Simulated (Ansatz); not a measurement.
RuW:
```cif
data_Ru4W4
_chemical_formula_sum 'W4 Ru4'
_space_group_name_H-M_alt 'Cmcm'
_space_group_IT_number 63
_space_group_name_Hall '-C 2c 2'
_cell_length_a 2.80691
_cell_length_b 9.77247
_cell_length_c 4.38896
_cell_angle_alpha 90.000
_cell_angle_beta 90.000
_cell_angle_gamma 90.000
loop_
_atom_site_label
_atom_site_type_symbol
_atom_site_symmetry_multiplicity
_atom_site_Wyckoff_symbol
_atom_site_fract_x
_atom_site_fract_y
_atom_site_fract_z
_atom_site_occupancy
W1 W 4 c 0.00000 0.34156 0.25000 1
Ru1 Ru 4 c 0.00000 0.08757 0.25000 1
```
(The calculation used a cell of 4 atoms; values per cell refer to that cell.)

Relaxed with plane-wave PAW r²SCAN (Ansatz code). Indices refer to the conventional cell of Cmcm, a = 2.8069 Å, b = 9.7725 Å, c = 4.3890 Å, α = β = γ = 90.00°.

Question: Simulate the powder diffraction pattern (Co Kα, λ = 1.79026 Å; lines above 1 %) up to 2θ = 90°.

Answer: Simulated powder pattern, Co Kα, λ = 1.79026 Å (kinematic, ideal powder, no thermal factors, no anomalous dispersion; the 30 strongest lines at most, above 1 %, up to 2θ = 90°):

| 2θ (°) | d (Å) | I/Imax (%) | hkl |
|---|---|---|---|
| 21.11 | 4.886 | 2.8 | (020) |
| 31.82 | 3.265 | 16 | (021) |
| 42.99 | 2.443 | 23 | (040) |
| 45.84 | 2.298 | 100 | (111) |
| 48.15 | 2.194 | 41 | (002) |
| 49.58 | 2.135 | 45 | (041) |
| 49.79 | 2.126 | 28 | (130) |
| 55.78 | 1.914 | 22 | (131) |
| 66.50 | 1.633 | 13 | (042) |
| 66.68 | 1.629 | 1.2 | (060) |
| 67.85 | 1.604 | 7.5 | (150) |
| 71.77 | 1.527 | 21 | (132)+(061) |
| 72.91 | 1.507 | 12 | (151) |
| 79.26 | 1.403 | 10 | (200) |
| 79.39 | 1.402 | 1.7 | (023) |
| 86.38 | 1.308 | 1.4 | (062) |
| 87.46 | 1.295 | 8.0 | (152) |
| 87.93 | 1.289 | 2.8 | (221) |
| 88.22 | 1.286 | 17 | (113) |

The start of the workflow was typed in or built on a structure type; neither database checked (COD, Materials Project) lists it. Its standing as an ambient phase is unchecked. Symmetry was held in the r²SCAN relaxation; whether a distortion lowers the energy is not shown. The run is not spin-polarised. Its formation energy is positive at this level, so the cell may be metastable or incomplete. Axis ratios of metals converge slowly with the k-mesh, so a and c are less sure than the volume. Scalar-relativistic: spin–orbit coupling is off unless named, which matters more the heavier the elements.

Potentials: the later of the program's two PAW sets.
